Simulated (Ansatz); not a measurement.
Theory: Ansatz, DFT PBE, scalar-relativistic, plane waves, PAW. All cells share a 420 eV cutoff and Γ-centred k meshes spaced about 0.3 Å⁻¹ or finer (0.25 for metals, 2π included). These runs have no spin polarisation.

All energies are static (0 K, no zero-point motion).

Two relaxed structures of NbIn2Se3:

A.

```xyz
6
Lattice="3.6495 0.0000 0.0000 -1.8247 3.1605 0.0000 0.0000 0.0000 13.8018" Properties=species:S:1:pos:R:3 pbc="T T T"
Nb    0.0000    0.0000    6.9009
In    0.0000    2.1070    1.9730
In    1.8247    1.0535   11.8288
Se    0.0000    2.1070    8.5054
Se    1.8247    1.0535    5.2964
Se    0.0000    0.0000    0.0000
```

B.

```xyz
6
Lattice="5.4963 -2.3938 0.0000 5.4963 2.3938 0.0000 -3.0801 0.0000 6.3970" Properties=species:S:1:pos:R:3 pbc="T T T"
Nb   -0.2355    0.0000    5.2957
In    5.1373    0.0000    0.8522
In    2.3152    0.0000    3.6565
Se    9.3834    0.0000    3.1616
Se    5.7983    0.0000    5.3006
Se    1.3386    0.0000    0.9242
```

**Question.** Which would you expect to be lower, and how large is the difference?

**Answer.** A is lower, by 101 meV/atom. A has space group P-3m1 (No. 164), 26.5 Å³/atom and no gap on its mesh; B has space group Cm (No. 8), 28.1 Å³/atom and no gap. Counting Se atoms around In and Nb (those within 1.25 times the shortest such distance or 1.15 times the sum of covalent radii, 1.27 where that leaves under three; a plus sign parts nearer from farther groups; a slash parts the counts of unlike sites), A has Nb 6, In 3 and B has Nb 4, In 3+2/2+4. In A, Nb has 6 Se at 2.65 Å; around In lie 3 Se at 2.89 Å; Se on a site of symmetry 3m has 3 Nb at 2.65 Å; 1 more site not described. In B, Nb has 4 Se at 2.45–2.54 Å and 2 In at 3.01–3.03 Å; In on its first site has 2 Se at 2.94 Å, 1 Nb at 3.01 Å and 4 Se at 3.55 Å; Se on its first site has 1 Nb at 2.54 Å and 2 In at 2.91 Å; 3 more sites not described. Both come from trial cells of a structure search.

No dispersion correction is applied, so the spacing and binding between layers, chains or molecules are poorly described (P-3m1), and this can change margins and order among such cells. In P-3m1, Cm an odd number of electrons in the primitive cell allows no gap without spin; a larger cell or a magnetic state could open one. A magnetic state wasn't ruled out in cells without spin, among them P-3m1, Cm. Cells relaxed within their symmetry can be saddle points.
